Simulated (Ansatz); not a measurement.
Relaxed-ion elastic tensor of SiMo₂C in space group P6_3/mmc (No. 194; Si on 2d, Mo on 4f, C on 2a) in GPa (Voigt order), DFT-PBEsol in the program Ansatz with PAW potentials; density 7.65 g/cm³, 12.59 Å³ per atom.

```tsv
	1	2	3	4	5	6
1	332	158	209	0.0	0.0	0.0
2	158	332	209	0.0	0.0	0.0
3	209	209	369	0.0	0.0	0.0
4	0.0	0.0	0.0	140	0.0	0.0
5	0.0	0.0	0.0	0.0	140	0.0
6	0.0	0.0	0.0	0.0	0.0	87.4
```

Problem. Is the crystal mechanically stable?

Solution. Yes: the smallest eigenvalue of C is 87.4 GPa.

Problem. Work out the Voigt, Reuss and Hill averages.

Solution. K_V = 243, K_R = 238, K_H = 240; G_V = 104, G_R = 95.0, G_H = 99.6 GPa.

Problem. Give Young's modulus, Poisson's ratio, Pugh's ratio and the universal anisotropy index.

Solution. E = 9KG/(3K + G) = 263 GPa; ν = 0.32; K/G = 2.41 (ductile by the Pugh limit of 1.75); A_U = 5G_V/G_R + K_V/K_R − 6 = 0.51.

Problem. Estimate the sound speeds and the Debye temperature.

Solution. v_l = √((K + 4G/3)/ρ) = 6990 m/s, v_t = √(G/ρ) = 3610 m/s, mean 4040 m/s; Θ = (h/k)(3n/4πV)^(1/3) v_m = 517 K.

Problem. Solve the Christoffel equation for the three sound speeds along x, y, z.

Solution. Eigenvalues of C_ijkl n_j n_l equal ρv². In km/s, slowest first: x 3.38, 4.28, 6.59; y 3.38, 4.28, 6.59; z 4.28, 4.28, 6.95.

Problem. How much does each axis shrink under pressure?

Solution. Linear compressibilities β_i = Σ_j S_ij (j = 1 to 3): x 1.7, y 1.7, z 0.77 per TPa.

The start of the workflow was typed in or built on a structure type; neither database checked (COD, Materials Project) lists it. Its standing as an ambient phase is unchecked. The cell was relaxed with PBEsol under the symmetry of its start; whether a distortion lowers the energy is not shown. The run is not spin-polarised. As this level gives no gap, shear constants depend on the k-mesh and smearing (Fermi–Dirac, 0.1 eV here).

Potentials: the earlier of the program's two PAW sets. The files were generated under PBE; for other functionals the program regenerates the frozen cores, and for LDA and PBEsol the local potential too.
